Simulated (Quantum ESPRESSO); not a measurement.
```cif
data_Br24Cs8Na4Sc4
_chemical_formula_sum 'Na4 Sc4 Br24 Cs8'
_space_group_name_H-M_alt 'Fm-3m'
_space_group_IT_number 225
_space_group_name_Hall '-F 4 2 3'
_cell_length_a 11.27501
_cell_length_b 11.27501
_cell_length_c 11.27501
_cell_angle_alpha 90.000
_cell_angle_beta 90.000
_cell_angle_gamma 90.000
loop_
_atom_site_label
_atom_site_type_symbol
_atom_site_symmetry_multiplicity
_atom_site_Wyckoff_symbol
_atom_site_fract_x
_atom_site_fract_y
_atom_site_fract_z
_atom_site_occupancy
Na1 Na 4 b 0.50000 0.50000 0.50000 1
Sc1 Sc 4 a 0.00000 0.00000 0.00000 1
Br1 Br 24 e 0.00000 0.00000 0.23683 1
Cs1 Cs 8 c 0.25000 0.25000 0.25000 1
```
(The calculation used a cell of 10 atoms; values per cell refer to that cell.)

The geometry is that of Materials Project entry mp-1112534, symmetrised and not relaxed again.

Q: What does PBEsol (Quantum ESPRESSO, PseudoDojo norm-conserving, 88 Ry, without SOC) give for the electronic structure near the Fermi level?

A: The PBEsol gap is 3.09 eV and nearly direct: the edges lie at Γ and X, the smallest direct gap within 0.02 eV of it. Another valence and conduction extremum on the path lies within 0.02 eV, too close to call. Spin-orbit splittings are left out.

The structure is a Materials Project entry; no match was found in the copy of COD used, and its stability was not checked.
